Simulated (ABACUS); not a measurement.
Checking a run of ABACUS on a model cell of CdRe₃ (I4/mmm, 4 atoms in the cell; prototype structure). The aim is a self-consistent single point with DFT, LDA (PW92), plane waves, PseudoDojo 0.4 standard norm-conserving LDA (tails mended) pseudopotentials.

Input:

```
# file: INPUT
INPUT_PARAMETERS
calculation          scf
basis_type           pw
pseudo_dir           ./
dft_functional       PWLDA
ecutwfc              102.0
symmetry             1
smearing_method      mv
smearing_sigma       0.0199916
ks_solver            dav_subspace
scf_nmax             100
scf_thr              5.0e-02
mixing_type          broyden
mixing_beta          0.7
cal_force            1
cal_stress           1
device               cpu
# file: STRU
ATOMIC_SPECIES
Re 186.207 Re.upf
Cd 112.414 Cd.upf

LATTICE_CONSTANT
1

LATTICE_VECTORS
  -3.7518754759    3.7518754759    8.3570889087
   3.7518754759   -3.7518754759    8.3570889087
   3.7518754759    3.7518754759   -8.3570889087

ATOMIC_POSITIONS
Cartesian_au

Re
0.0
3
   0.0000000000    0.0000000000    8.3570889087 1 1 1
   0.0000000000    3.7518754759    4.1785444544 1 1 1
   3.7518754759    0.0000000000    4.1785444544 1 1 1

Cd
0.0
1
   0.0000000000    0.0000000000    0.0000000000 1 1 1
# file: KPT
K_POINTS
0
Gamma
5 5 5 0 0 0
```

Output (repeated stretches shortened):

```
 READING UNITCELL INFORMATION
                                    ntype = 2
                  lattice constant (Bohr) = 1
              lattice constant (Angstrom) = 0.529177

 READING ATOM TYPE 1
                               atom label = Re
                      L=0, number of zeta = 1
   [... lines left out ...]
                   Input type of k points = Monkhorst-Pack(Gamma)
                                   nkstot = 125
                        ROTATION MATRICES = 16
                               nkstot_ibz = 18
K-POINTS REDUCTION ACCORDING TO SYMMETRY
     IBZ    DIRECT_X    DIRECT_Y    DIRECT_Z  WEIGHT  ibz2bz
       1  0.00000000  0.00000000  0.00000000  0.0080       0
       2 -0.20000000  0.00000000  0.20000000  0.0640       1
       3 -0.40000000  0.00000000  0.40000000  0.0640       2
   [... 9 lines left out ...]
     ... 6 more k-points

                               nkstot now = 18

K-POINTS DIRECT COORDINATES
 KPOINTS    DIRECT_X    DIRECT_Y    DIRECT_Z  WEIGHT
       1  0.00000000  0.00000000  0.00000000  0.0160
       2 -0.20000000  0.00000000  0.20000000  0.1280
       3 -0.40000000  0.00000000  0.40000000  0.1280
   [... 9 lines left out ...]
     ... 6 more k-points

 SETUP PLANE WAVES FOR WAVE FUNCTIONS
     energy cutoff for wavefunc (unit:Ry) = 102
              fft grid for wave functions = [ 64, 64, 64 ]
                    number of plane waves = 10913

      TOTAL NUMBER OF NONLOCAL PROJECTORS = 114

 -------------------------------------------
 SELF-CONSISTENT
 -------------------------------------------
                                 init_chg = atomic

 PW ALGORITHM --------------- ION=   1  ELEC=   1--------------------------------

 Notice: Threshold on eigenvalues was too large.

 Density error is 0.211715917405
                          Error Threshold = 0.000323315247972
 E_KohnSham     -871.4809234298      -11857.1062569464
 E_Fermi        1.4425627688         19.6270733780

 PW ALGORITHM --------------- ION=   1  ELEC=   2--------------------------------

 Density error is 0.143554119647
   [... lines left out ...]

 Density error is 0.701961384672
                          Error Threshold = 0.000220852491765
 E_KohnSham     -871.4886774153      -11857.2117553315
 E_Fermi        1.4147798753         19.2490677192

 PW ALGORITHM --------------- ION=   1  ELEC=   4--------------------------------

 Density error is 0.0222367802999
                          Error Threshold = 0.000220852491765
 E_KohnSham     -871.5286088760      -11857.7550507275
 E_KS(sigma->0) -871.5279654644      -11857.7462966631
 E_entropy(-TS) -0.0012868233        -0.0175081288
 E_Fermi        1.4228295935         19.3585897547
 charge density convergence is achieved
 final etot is -11857.755051 eV
 EFERMI = 19.358589755 eV

 STATE ENERGY(eV) AND OCCUPATIONS    NSPIN == 1
   [... 40 lines left out ...]

 TOTAL-FORCE (eV/Angstrom)
                       Re1         0.0000000000         0.0000000000         0.0000000000
                       Re2         0.0000000000         0.0000000000         0.0000000000
                       Re3         0.0000000000         0.0000000000         0.0000000000
                       Cd1         0.0000000000         0.0000000000         0.0000000000

 TOTAL-STRESS (KBAR)
      -327.0819282510         0.0000000000        -0.0000000000
         0.0000000000      -327.0819282510         0.0000000000
         0.0000000000         0.0000000000      -411.4980109598
 TOTAL-PRESSURE: -355.220622 KBAR

 --------------------------------------------
 !FINAL_ETOT_IS -11857.7550507275245764 eV
 --------------------------------------------
```

Problem. Can these results be used? Check the input.

Solution. The run is not sound. The fault is a convergence threshold that is too loose. A loop that stops early leaves an energy error of second order in the density error, but errors of first order in forces and stress. To fix it, tighten the threshold. The run converged in 4 iterations without an error; against the sound input the free energy rises by 64.1 meV/atom and the pressure goes from -32.46 to -35.52 GPa.

An input that runs soundly differs in these lines (not the only fix; some lines may just follow from the change or write a value another way):
```diff
-scf_thr              5.0e-02
+scf_thr              1.0e-09
```

With that input, the run converged in 9 iterations: free energy E − TS -11858.0113 eV; Fermi level (on the code's own zero) 19.38 eV; pressure -32.46 GPa (DFT, LDA (PW92), plane waves, PseudoDojo 0.4 standard norm-conserving LDA (tails mended) pseudopotentials).

Lattice and positions were typed or generated, without prior relaxation. No clean gap shows at this smearing width and mesh (spacing up to 0.45 Å⁻¹); the mesh is coarse for partly filled bands, so the values carry mesh errors. At this pressure the cell is far from its equilibrium volume at this level.

“Tails mended”: in these copies of the files the far tail of each local potential was reset to the Coulomb form.
